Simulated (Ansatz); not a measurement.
The start is a generated trial cell of Co2Si in the AFLOW prototype AB2_hP3_191_a_d (C32, as in AlB2). A full variable-cell relaxation at zero pressure is run with PBE (plane waves to 420 eV, PAW, scalar-relativistic; Ansatz, a program for electronic structure). The first steps use a coarse 8×8×7 k-mesh.

Input geometry:
```
CELL_PARAMETERS angstrom
      3.24351     0.00000     0.00000
     -1.62176     2.80897     0.00000
      0.00000     0.00000     3.51195
ATOMIC_POSITIONS crystal
  Si 0.00000 0.00000 0.00000
  Co 0.33333 0.66667 0.50000
  Co 0.66667 0.33333 0.50000
```
Spin-polarised start, with parallel moments on Co.

**Question.** How does the volume per atom move from start to end?

**Answer.** +2.3 %, from 10.67 to 10.91 Å³/atom.

**Question.** How do the shortest distances between atoms change?

**Answer.** The closest pairs of elements (up to four, under 3.6 Å), start → end: Co–Co 1.87 → 2.24 Å; Si–Si 3.24 → 2.52 Å; Co–Si 2.57 → 2.57 Å.

**Question.** What band gap does the relaxed structure have at this level?

**Answer.** No gap (metallic).

**Question.** What magnetic moments remain?

**Answer.** Net 0.14 μB/atom, ferromagnetic.

The space group stays P6/mmm (No. 191) (the run could not lower it), with 3 atoms in the primitive magnetic cell. Final values are on a 14×14×18 k-mesh of the relaxed cell. The start holds a very short contact (Co–Co 1.87 Å). Spin state reached: ferromagnetic (net 0.14 μB/atom), from parallel starting moments; other spin orders were not run from this start.

The run could not lower the symmetry of its start; a shaken copy of this end point relaxes with PBE to Pmmn (No. 59), 0.35 eV/atom lower.

The relaxed structure here is a generated cell of Co2Si: the first start was made by placing the elements on the sites of a structure type, and the end was not matched to a known phase here, so it may be hypothetical.
